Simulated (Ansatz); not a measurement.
ZrS2 (CdI2 type)

```
CELL_PARAMETERS angstrom
      3.63482     0.00000     0.00000
     -1.81741     3.14785     0.00000
      0.00000     0.00000     5.71966
ATOMIC_POSITIONS crystal
  Zr 0.00000 0.00000 0.00000
  S  0.33333 0.66667 0.25534
  S  0.66667 0.33333 0.74466
```

The slice is a (-1 1 0 2) plane (indices of the conventional cell) through the point (0.333, 0.667, 0.255) (fractional), spanned by u = [110] and v = [1 -1 1] in vectors of this cell: u (3.63 Å) and v (8.51 Å, at 90° to u). It covers one period; positions are fractions (u, v).

All values below come from PBE-D3(BJ) (plane waves to 420 eV, PAW, scalar-relativistic; Ansatz, a quantum-chemistry and plane-wave program). k mesh 10×10×6. These are valence fields of a PAW run, semicore shells included where kept as valence: close to a nucleus they are smooth pseudo fields. ZrS2 is run without spin polarisation. ZrS2 was relaxed with its symmetry unable to fall.

Problem. Sketch the electrostatic potential energy of an electron, from the cell's mean on this plane as a map.

Solution. 
```
v \ u  0.00  0.11  0.22  0.33  0.44  0.56  0.67  0.78  0.89
-----  ----  ----  ----  ----  ----  ----  ----  ----  ----
0.90      x     x   3.9   6.6   7.0   7.0   6.6   3.9     x
0.80      x     x  <1.0   3.8   6.4   6.4   3.8  <1.0     x
0.70      x     x     x  <1.0   4.8   4.8  <1.0     x     x
0.60      x  <1.0  <1.0   4.2   6.6   6.6   4.2  <1.0  <1.0
0.50    1.0   3.0   6.1   7.9   8.5   8.5   7.9   6.1   3.0
0.40      x     x   2.0   7.6   8.9   8.9   7.6   2.0     x
0.30    3.9   5.4   7.7   8.9   9.2   9.2   8.9   7.7   5.4
0.20    9.0   9.1   9.2   9.3   9.3   9.3   9.3   9.2   9.1
0.10      x     x   5.1   7.8   8.3   8.3   7.8   5.1     x
0.00      x     x     x   4.8   6.8   6.8   4.8     x     x
```

Values: electrostatic potential energy of an electron, from the cell's mean, in eV. Points within 1 Å of a nucleus are blanked (x), as the pseudised field means little there. Values under 1 eV are set to 1. The zero, the cell's mean, hangs on the PAW cores.
